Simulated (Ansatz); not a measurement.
## Lattice vibrations of Sn3As at Γ

Theory: Ansatz 0.2.0, DFT PBE, scalar-relativistic, plane waves, PAW. Cutoff 420 eV, 12×12×12 k-points (Γ-centred), Gaussian smearing of 0.10 eV. No spin polarisation. Phonons by linear response, acoustic sum rule imposed.

The cell, relaxed at this level:
```yaml
crystal:
  lattice:
    - [2.04758, 1.18217, 7.47018]
    - [-2.04758, 1.18217, 7.47018]
    - [0.00000, -2.36434, 7.47018]
  atoms:
    - { symbol: Sn, position: [0.25853, 0.25853, 0.25853] }
    - { symbol: Sn, position: [0.74147, 0.74147, 0.74147] }
    - { symbol: Sn, position: [0.50000, 0.50000, 0.50000] }
    - { symbol: As, position: [0.00000, 0.00000, 0.00000] }
```

It was reached by relaxing an invented guess, and it needn't be the stable form of this composition. In a metal, frequencies depend on the k mesh and the smearing, soft modes most. Spin–orbit coupling is left out, which matters for heavy elements.

Question: Is this structure stable against zone-centre distortions?

Answer: Yes, at Γ: no optical mode is imaginary. Strains and other wave vectors aren't tested by this run.

Question: List the optical modes at Γ (i marks imaginary ones).

Answer:
| frequency (cm⁻¹) | degeneracy |
| --- | --- |
| 76 | 2 |
| 85 | 2 |
| 103 | 1 |
| 106 | 2 |
| 108 | 1 |
| 122 | 1 |
